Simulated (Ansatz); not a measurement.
The start is a randomly generated symmetric cell of TiOs (space group No. 156). Cell shape, volume and atoms are optimised at zero target pressure with PBEsol (plane waves to 420 eV, PAW, scalar-relativistic; Ansatz, a program for electronic structure). First-step values are on the input's coarse k-mesh.

Ansatz input (later rounds restart from its end on a renewed k-mesh):
Ansatz 0.2 input:
```yaml
crystal:
  lattice:
    - [4.475495, 0, 0]
    - [-2.2377475, 3.8758923, 0]
    - [0, 0, 4.0131417]
  atoms:
    - { symbol: Os, position: [0.33333333, 0.66666667, 0.31873909] }
    - { symbol: Os, position: [0, 0, 0.53403343] }
    - { symbol: Ti, position: [0.33333333, 0.66666667, 0.71023838] }
    - { symbol: Ti, position: [0.66666667, 0.33333333, 0.98297455] }
basis: { ecutwfc: 420, ecutrho_ratio: 4, xc_grid: 2, fft_grid_basis: typed }
kpoints: { mp_grid: { grid: [8, 8, 8] } }
hamiltonian:
  xc: pbesol
  dispersion: none
  pseudopotentials: { kind: paw }
scf: { occupations: { method: fermi_dirac, width: 0.05 } }
relax: { f_tol: 0.01, max_steps: 100, cell: { stress_tol: 0.02 } }
output: { forces: true, stress: true }
```

| Quantity | Value |
|---|---|
| Energy released | about 2.6 eV/atom |
| Volume change | -0.6 %, from 17.40 to 17.30 Å³/atom |
| Shortest distances (start → end) | The closest pairs of elements (up to four, under 3.6 Å), start → end: Os–Ti 1.57 → 2.50 Å; Os–Os 2.72 → 2.57 Å; Ti–Ti 2.81 → 2.76 Å |
| Band gap at the end | no gap (metallic) |
| Optimiser moves | 17 |

Final values are on a 14×14×9 k-mesh of the relaxed cell. The start holds a very short contact (Os–Ti 1.57 Å). No spin polarisation in the result.

The run could not lose the symmetry of its start: the end is stationary, and may be a saddle point rather than a minimum.

The relaxed structure here is a generated cell of TiOs: the first start was made by a random draw of sites in a space group, and the end was not matched to a known phase here, so it may be hypothetical.
